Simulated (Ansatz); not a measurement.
MgO in space group P4_2/mnm (No. 136; Mg on 4g, O on 4f), PBEsol in the plane-wave PAW code Ansatz. The conduction-band minimum lies at Γ, with 1 equivalent valley. Second derivatives d²E/dk² of the lowest band at one valley (eV·Å²), along Cartesian directions:

```tsv
direction	d²E/dk²
[100]	22.22
[010]	22.22
[001]	21.07
[110]	22.22
[101]	21.64
[011]	21.64
```

**Question.** Find the principal effective masses, the density-of-states mass and the conductivity mass.

**Answer.** Off-diagonal terms follow from H_xy = H[110] − (H_xx + H_yy)/2, and m*/mₑ = 7.620 eV·Å² over each eigenvalue: 0.34, 0.34, 0.36. One valley's DOS mass (m₁m₂m₃)^(1/3) = 0.35, conductivity mass 3/(Σ 1/mᵢ) = 0.35 mₑ.

**Question.** What effective density of states Nc follows at 300 K for parabolic valleys?

**Answer.** Nc = 2.509e19 × 1 × (0.35)^(3/2) ≈ 5.2e18 cm⁻³.

**Question.** With the computed static dielectric constant 5.78 (mean of the diagonal), estimate a hydrogenic donor's binding energy and radius.

**Answer.** E = 13.606 eV × 0.35/5.78² ≈ 140 meV; a = 0.529 Å × ε/m* ≈ 8.7 Å. Semilocal masses tend to be too small when the gap is underestimated.

The start of the workflow was typed in or built on a structure type; neither database checked (COD, Materials Project) lists it. It is not the phase usual at ambient conditions (space group No. 225). Symmetry was held in the PBEsol relaxation; its stability against distortions is not shown here.

Potentials: the earlier of the program's two PAW sets. The files were generated under PBE; for other functionals the program regenerates the frozen cores, and for LDA and PBEsol the local potential too.
